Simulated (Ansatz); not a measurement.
Contact densities of TiAl against volume

```yaml
crystal:
  lattice:
    - [2.83730, 0.00000, 0.00000]
    - [0.00000, 2.83730, 0.00000]
    - [0.00000, 0.00000, 4.05910]
  atoms:
    - { symbol: Ti, position: [0.00000, 0.00000, 0.00000] }
    - { symbol: Al, position: [0.50000, 0.50000, 0.50000] }
```

Atoms are numbered in the order listed.

The cell comes from COD entry 1532769, which wasn't checked; take it as a given geometry.

Spin polarisation is left out, and whether a magnetic state lies lower isn't shown here.

Computed with Ansatz 0.2.0, DFT, PBEsol, all-electron PAW with datasets made for the crystal, scalar-relativistic.

Settings: a Γ-centred 12×12×8 k mesh, Fermi–Dirac smearing of 0.05 eV, cutoff 220 eV (chosen by the program for this cell), no spin polarisation.

The contact density is the mean electron density over the nuclear volume; its changes follow the s electrons' response to bonding and compression. Changes below are taken from the unscaled cell, where it is 56686.3 e/Å³ at Ti1, 10049.3 e/Å³ at Al2.

```tsv
V/V(cell)	P (GPa)	Δρ(0) Ti1 (e/Å³)	Δρ(0) Al2 (e/Å³)
0.9400	3.4	?	0.06
0.9600	0.7	0.41	0.03
0.9800	-1.8	0.21	0.01
0.9900	-2.9	0.10	0.00
1.0000	-4.0	0.00	0.00
1.0100	-5.0	?	0.00
1.0200	-6.0	?	0.00
1.0400	-7.8	-0.39	0.00
1.0600	-9.4	-0.58	0.02
```

What belongs in the row "0.9400", column "Δρ(0) Ti1 (e/Å³)"?

0.63.

What belongs in the row "1.0100", column "Δρ(0) Ti1 (e/Å³)"?

-0.10.

Give the missing entry: row "1.0200", column "Δρ(0) Ti1 (e/Å³)".

-0.20.

The datasets are made afresh for each cell, so very small changes are uncertain.
